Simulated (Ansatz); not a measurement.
The calculation used Ansatz, DFT PBE, scalar-relativistic, plane waves, PAW. All cells share a 420 eV cutoff and Γ-centred k meshes spaced about 0.3 Å⁻¹ or finer (0.25 for metals, 2π included). No spin polarisation.

All energies are static (0 K, no zero-point motion).

Two relaxed structures of W3Cl:

A.

```xyz
4
Lattice="1.5740 -2.3601 0.0000 1.5740 2.3601 0.0000 0.0000 0.0000 8.8804" Properties=species:S:1:pos:R:3 pbc="T T T"
W     0.0000    0.0000    0.0000
W     1.5740    0.0000    6.7228
W     1.5740    0.0000    2.1575
Cl    0.0000    0.0000    4.4402
```

B.

```xyz
8
Lattice="2.8520 0.0000 0.0000 -1.4260 2.4699 0.0000 0.0000 0.0000 18.1535" Properties=species:S:1:pos:R:3 pbc="T T T"
W     0.0000    1.6466    2.1660
W     1.4260    0.8233   11.2427
W     0.0000    1.6466    6.9108
W     1.4260    0.8233   15.9875
W     0.0000    1.6466   13.6151
W     1.4260    0.8233    4.5384
Cl    0.0000    0.0000    0.0000
Cl    0.0000    0.0000    9.0767
```

Problem. Which is lower in energy, and by how much?

Solution. A is lower, by 56 meV/atom. A has W and Cl ordered on bcc sites, space group Cmmm (No. 65), 16.5 Å³/atom and no gap on its mesh; B has space group P6_3/mmc (No. 194), 16.0 Å³/atom and no gap. Counting W atoms around Cl (those within 1.25 times the shortest such distance or 1.15 times the sum of covalent radii; a plus sign parts nearer from farther groups), A has Cl 4+4 and B has Cl 6. The lower one is the more open, so pressure narrows the difference. Even the lower one lies +0.52 eV/atom against the reference forms of the elements (uncorrected), so neither is stable at this level. Both come from trial cells of a structure search, whose lowest cell (P1, 19.6 Å³/atom) lies 0.60 eV/atom below the lower of the two.

Spin–orbit coupling, which can matter for W, is left out. In Cmmm an odd number of electrons in the primitive cell allows no gap without spin; a larger cell or a magnetic state could open one. A magnetic state wasn't ruled out in cells without spin, among them Cmmm. Cells relaxed within their symmetry can be saddle points. Some structure types and database cells were kept out of the candidates from the start, so a known form may be missing.
